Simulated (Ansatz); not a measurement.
## Li₃SeBr: relaxed-ion elastic tensor

The calculation used Ansatz, DFT PBE, scalar-relativistic, plane waves, PAW. Plane waves to 420 eV; Γ-centred k mesh 6×6×6; fixed occupations. No spin polarisation.

The cell is fixed (symmetry leaves no force on the atoms) and stands under 0.1 GPa:
```
Br Se Li
1.0
     4.83460    0.00000    0.00000
     0.00000    4.83460    0.00000
     0.00000    0.00000    4.83460
Br Se Li
1 1 3
Direct
  0.00000 0.00000 0.00000
  0.50000 0.50000 0.50000
  0.50000 0.50000 0.00000
  0.50000 0.00000 0.50000
  0.00000 0.50000 0.50000
```

The cell is the ideal cubic antiperovskite prototype; whether it is the stable structure of this composition wasn't checked.

Problem. Give the relaxed-ion elastic constants (GPa, Voigt order xx yy zz yz xz xy, on the axes of the cell above).

Solution.
C11 = 53.1, C12 = 9.6, C13 = 9.6, C22 = 53.1, C23 = 9.6, C33 = 53.1, C44 = 10.1, C55 = 10.1, C66 = 10.1 GPa; the others vanish.

Problem. Is the crystal stable against homogeneous strain?

Solution. Yes: the least eigenvalue of the tensor is 10.1 GPa.

Problem. And the moduli of a polycrystal (Hill averages)?

Solution. B = 24 GPa, G = 14 GPa, E = 35 GPa, ν = 0.26.